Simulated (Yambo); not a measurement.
Rb$_{2}$LiAsF$_{6}$ (space group Fm-3m, No. 225); a = b = c = 6.0284 Å, α = β = γ = 60.00°. With the G0W0 scissor the direct gap on the mesh is 7.56 eV.

Problem. Does this run resolve the lowest exciton, and if so, what are its energy and binding? (Yambo, LDA bands; 4×4×4 mesh, 15 valence and 9 conduction bands, static screening with 96 bands and a 3 Ry block, scissor 2.78 eV, Tamm-Dancoff.)

Solution. The mesh holds a bound state, but the numbers are provisional. These are vertical excitations (zero momentum); the indirect quasiparticle gap, about 7.27 eV, is smaller than the direct one (7.56 eV on the GW mesh). The lowest state lies at 6.00 eV (strong for light along x, 3 states within 2 meV), the direct quasiparticle gap on this mesh at 7.56 eV. Its binding energy, counted from that gap, is 1.55 eV; it spreads over about 63 k points of the mesh. Convergence with the mesh was not shown. The scissor comes from a G0W0 run whose convergence isn't established. Spin-orbit splittings are left out.

The standard potential for As keeps a d shell in the valence without the s and p states of that shell. In tests on such compounds this moved G0W0 gaps by up to about 0.9 eV, so absolute quasiparticle energies here are unreliable; differences between settings are what counts.

Geometry of the Materials Project entry, not relaxed at this level.

The structure is a Materials Project entry; no match was found in the copy of COD used, and its stability was not checked.
